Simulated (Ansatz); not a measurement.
BRu (CsCl type, space group No. 221) under volume change, plane-wave PAW PBEsol (Ansatz code), scaled uniformly.

```tsv
V (Å³/atom)	E − E(relaxed) (meV/atom)	P (GPa)
8.674	?	?
8.960	42.0	24.87
9.246	9.9	11.43
9.532	0.0	0.00
9.818	8.9	-9.70
10.104	33.7	-17.90
10.390	?	?
```

**Question.** Fill in the missing entries.

**Answer.** 
- 10.390, E − E(relaxed) (meV/atom): 72.0
- 10.390, P (GPa): -24.78
- 8.674, E − E(relaxed) (meV/atom): 100.1
- 8.674, P (GPa): 40.67

**Question.** What does a third-order Birch–Murnaghan fit give for V₀, B₀ and B′?

**Answer.** V₀ = 9.53 Å³/atom, B₀ = 349 GPa, B′ = 4.5.

Space group Pm-3m (CsCl type). The cell is a constructed one: a structure type filled with these elements; neither database checked (COD, Materials Project) lists it. Its standing as an ambient phase is unchecked. Symmetry was held in the PBEsol relaxation; its stability against distortions is not shown here. The run is not spin-polarised.

Potentials: the earlier of the program's two PAW sets. The files were generated under PBE; for other functionals the program regenerates the frozen cores, and for LDA and PBEsol the local potential too.
